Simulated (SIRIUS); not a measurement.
A self-consistent single point of GaCuSe₂ (Cc, 8 atoms in the cell; from Materials Project mp-4840, changed as shown).

```xyz
8
Lattice="-2.8014 2.8014 5.5552 2.8014 -2.8014 5.5552 2.8294 2.8294 -5.6107" Properties=species:S:1:pos:R:3 pbc="T T T"
Ga     2.8154     0.0140     2.7498
Ga     0.0000     0.0000     5.5552
Cu     0.0140     2.8154     2.7498
Cu     0.0000     0.0000     0.0000
Se     1.4146     1.3934    -1.4164
Se     1.4074     4.2300     1.3335
Se     1.4148     1.4360     4.1384
Se     1.4220    -1.4006     6.9438
```

All values come from this method and carry its errors: LDA (PW92), PseudoDojo 0.4 standard norm-conserving LDA (tails mended) pseudopotentials (plane waves; SIRIUS 7.12.0).

SIRIUS settings:

| setting | value |
|---|---|
| parameters.ngridk | 3 3 3 |
| parameters.xc_functionals | [XC_LDA_X, XC_LDA_C_PW] |
| parameters.gk_cutoff | 9.592 1/bohr |
| parameters.pw_cutoff | 19.184 1/bohr |
| parameters.smearing | gaussian |
| parameters.smearing_width | 0.00367493 Ha |
| potentials | PseudoDojo 0.4 standard norm-conserving LDA (tails mended) pseudopotentials |
| parameters.electronic_structure_method | pseudopotential |
| parameters.num_bands | 77 |
| parameters.num_mag_dims | 0 |
| parameters.num_dft_iter | 100 |
| parameters.energy_tol | 1e-07 Ha |
| parameters.density_tol | 1e-06 |
| mixer.type | broyden2 |
| mixer.beta | 0.7 |
| mixer.use_hartree | false |

Results:

| Quantity | Result |
|---|---|
| Number of valence electrons | 128 |
| Number of bands | 77 |
| Number of k-points after the program's reduction | 10 |
| Number of plane waves (most at a k-point) | 17738 |
| Number of SCF iterations | 19 |
| FFT grid | 81 × 81 × 90 |
| Free energy E − TS | -27660.5023 eV |
| Pressure | -3.73 GPa |
| Largest force (vector length) | 0.280 eV/Å |

Forces (eV/Å):
```
atom      Fx      Fy      Fz
----  ------  ------  ------
Ga1    0.055   0.073  -0.062
Ga2    0.073   0.055  -0.062
Cu3    0.026   0.028  -0.021
Cu4    0.028   0.026  -0.021
Se5   -0.024  -0.277   0.028
Se6   -0.277  -0.024   0.028
Se7   -0.062   0.182   0.054
Se8    0.182  -0.062   0.054
```

Stress (GPa, positive for compression):
```
-3.78  -0.53   0.55
-0.53  -3.78   0.55
 0.55   0.55  -3.63
```

For comparison: a first run was changed to give this one (lattice vector c scaled by 1.01), and from it to this one the free energy goes up by 5.8 meV/atom, the pressure goes from -3.19 to -3.73 GPa and the largest force goes from 0.241 to 0.280 eV/Å.

The structure comes from a collection of computed structures, made at another level of theory; the collection holds predicted forms beside known ones. No clean gap shows at this smearing width and mesh (spacing up to 0.52 Å⁻¹); the mesh is coarse for partly filled bands, so the values carry mesh errors. Semi-local functionals can close small gaps.

Cost on one core: around 6 core-minutes (rough).

“Tails mended”: in these copies of the files the far tail of each local potential was reset to the Coulomb form.
